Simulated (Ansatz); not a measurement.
SiGe:
```
SiGe
1.0
    3.92805     0.00000     0.00000
    0.00000     3.92567     0.00000
    0.00000     0.00000    11.09883
Si Ge
4 4
Direct
  0.25000   0.00000   0.31923
  0.25000   0.50000   0.43956
  0.75000   0.50000   0.56044
  0.75000   0.00000   0.68077
  0.25000   0.00000   0.80539
  0.25000   0.50000   0.93537
  0.75000   0.50000   0.06463
  0.75000   0.00000   0.19461
```

Relaxed with r²SCAN. Independent-particle spectrum: no excitons, no local fields, no scissors shift; 0.1 eV broadening; ε₁ of the summed bands alone.

### Question
Tabulate the dielectric function from plane-wave PAW r²SCAN (Ansatz code).

### Answer


```tsv
E (eV)	ε₁ xx	ε₂ xx	ε₁ yy	ε₂ yy	ε₁ zz	ε₂ zz
0.0	13.47	0.00	13.53	0.00	13.45	0.00
0.3	13.56	0.00	13.62	0.00	13.54	0.00
0.6	13.84	0.00	13.91	0.00	13.81	0.00
0.9	14.35	0.03	14.43	0.01	14.29	0.02
1.2	15.14	0.07	15.28	0.01	15.03	0.02
1.5	16.36	0.12	16.67	0.02	16.21	0.03
1.8	18.54	0.18	19.58	0.13	18.18	0.05
2.1	23.76	2.46	22.95	4.76	22.42	0.59
2.4	24.72	10.49	22.99	11.56	28.27	9.23
2.7	19.97	13.99	19.00	12.25	22.09	15.81
3.0	18.66	16.41	18.80	15.03	17.96	17.86
3.3	16.91	18.42	18.11	17.97	16.90	17.66
3.6	15.98	20.27	16.41	21.05	17.95	20.93
3.9	18.93	28.18	18.48	30.29	20.09	32.99
4.2	-7.38	36.90	-8.14	34.62	-10.06	33.21
4.5	-9.94	20.73	-9.89	20.38	-11.50	21.25
4.8	-7.87	15.79	-7.74	15.22	-9.38	14.37
5.1	-8.69	13.77	-7.53	14.22	-7.40	12.27
5.4	-7.83	11.44	-8.36	11.55	-7.21	11.59
5.7	-8.90	9.40	-8.79	9.22	-8.83	9.81
6.0	-7.77	6.79	-7.63	6.77	-7.81	6.83
6.3	-6.84	5.79	-6.77	5.82	-7.09	5.68
6.6	-6.27	4.70	-6.23	4.67	-6.30	4.58
6.9	-5.59	3.84	-5.55	3.82	-5.59	3.71
7.2	-4.93	3.15	-4.90	3.19	-4.87	3.17
7.5	-4.13	2.80	-4.16	2.72	-4.37	2.77
7.8	-3.95	2.69	-3.80	2.79	-3.88	2.41
8.1	-3.65	2.31	-3.65	2.40	-3.42	2.14
8.4	-3.30	2.00	-3.32	2.00	-3.13	2.12
8.7	-2.99	1.81	-3.00	1.80	-2.94	1.89
9.0	-2.78	1.64	-2.76	1.63	-2.73	1.76
9.3	-2.55	1.42	-2.53	1.42	-2.60	1.48
9.6	-2.32	1.27	-2.30	1.27	-2.37	1.28
9.9	-2.12	1.14	-2.10	1.14	-2.16	1.12
10.2	-1.95	1.03	-1.92	1.03	-1.96	1.01
10.5	-1.79	0.92	-1.78	0.93	-1.79	0.91
10.8	-1.62	0.82	-1.60	0.83	-1.62	0.81
11.1	-1.47	0.76	-1.46	0.76	-1.47	0.73
11.4	-1.35	0.69	-1.33	0.69	-1.33	0.68
11.7	-1.23	0.61	-1.20	0.62	-1.22	0.62
12.0	-1.11	0.56	-1.09	0.58	-1.11	0.57
```

With all bands, ε∞ without local fields is 13.5 (xx), 13.6 (yy), 13.5 (zz).

Space group Pmma. The start of the workflow was typed in or built on a structure type; neither database checked (COD, Materials Project) lists it. Whether it is the stable phase at ambient conditions was not checked. Symmetry was held in the r²SCAN relaxation; its stability against distortions is not shown here. Spin–orbit coupling is left out wherever it is not named.

Potentials: the later of the program's two PAW sets.
